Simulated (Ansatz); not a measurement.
Computed with DFT PBE, scalar-relativistic, plane waves, PAW in Ansatz. All cells share a 420 eV cutoff and Γ-centred k meshes spaced at most about 0.3 Å⁻¹ (about 0.25 or finer for metals, 2π included). No spin polarisation in the final relaxations.

These are static total energies at zero pressure. All come from trial cells, and lower structures may exist.

Task: These unrelaxed guesses for GaSb4 are each relaxed within their symmetry. Order them by the energy at which they end, lowest first.
A.

```cif
data_structure
_symmetry_space_group_name_H-M 'Im-3m'
_symmetry_Int_Tables_number 229
_cell_length_a 6.5718
_cell_length_b 6.5718
_cell_length_c 6.5718
_cell_angle_alpha 90.000
_cell_angle_beta 90.000
_cell_angle_gamma 90.000
_cell_volume 283.83
loop_
_atom_site_label
_atom_site_type_symbol
_atom_site_symmetry_multiplicity
_atom_site_Wyckoff_symbol
_atom_site_fract_x
_atom_site_fract_y
_atom_site_fract_z
_atom_site_occupancy
Ga1 Ga 2 a 0.00000 0.00000 0.00000 1
Sb1 Sb 8 c 0.25000 0.25000 0.75000 1
```

B.

```cif
data_structure
_symmetry_space_group_name_H-M 'P4/mmm'
_symmetry_Int_Tables_number 123
_cell_length_a 4.5054
_cell_length_b 4.5054
_cell_length_c 7.8311
_cell_angle_alpha 90.000
_cell_angle_beta 90.000
_cell_angle_gamma 90.000
_cell_volume 158.96
loop_
_atom_site_label
_atom_site_type_symbol
_atom_site_symmetry_multiplicity
_atom_site_Wyckoff_symbol
_atom_site_fract_x
_atom_site_fract_y
_atom_site_fract_z
_atom_site_occupancy
Ga1 Ga 1 c 0.50000 0.50000 0.00000 1
Sb1 Sb 4 i 0.00000 0.50000 0.72682 1
```

C.

```cif
data_structure
_symmetry_space_group_name_H-M 'I4/m'
_symmetry_Int_Tables_number 87
_cell_length_a 7.3829
_cell_length_b 7.3829
_cell_length_c 4.5838
_cell_angle_alpha 90.000
_cell_angle_beta 90.000
_cell_angle_gamma 90.000
_cell_volume 249.85
loop_
_atom_site_label
_atom_site_type_symbol
_atom_site_symmetry_multiplicity
_atom_site_Wyckoff_symbol
_atom_site_fract_x
_atom_site_fract_y
_atom_site_fract_z
_atom_site_occupancy
Ga1 Ga 2 a 0.00000 0.00000 0.00000 1
Sb1 Sb 8 h 0.20474 0.39658 0.00000 1
```

D.

```cif
data_structure
_symmetry_space_group_name_H-M 'I4/mmm'
_symmetry_Int_Tables_number 139
_cell_length_a 4.9872
_cell_length_b 4.9872
_cell_length_c 9.7651
_cell_angle_alpha 90.000
_cell_angle_beta 90.000
_cell_angle_gamma 90.000
_cell_volume 242.88
loop_
_atom_site_label
_atom_site_type_symbol
_atom_site_symmetry_multiplicity
_atom_site_Wyckoff_symbol
_atom_site_fract_x
_atom_site_fract_y
_atom_site_fract_z
_atom_site_occupancy
Ga1 Ga 2 a 0.00000 0.00000 0.00000 1
Sb1 Sb 4 e 0.00000 0.00000 0.23700 1
Sb2 Sb 4 c 0.00000 0.50000 0.00000 1
```

Result: B (ends in P4/mmm, 0 meV/atom), D (ends in I4/mmm, 53 meV/atom), C (ends in I4/m, 77 meV/atom), A (ends in Im-3m, 111 meV/atom). Even the lowest end lies +0.12 eV/atom against the elements.

These runs have no spin–orbit coupling, which can matter for Sb. Cells relaxed within their symmetry can be saddle points. Some candidate types were left out of the draw beforehand, so a known form may be missing.
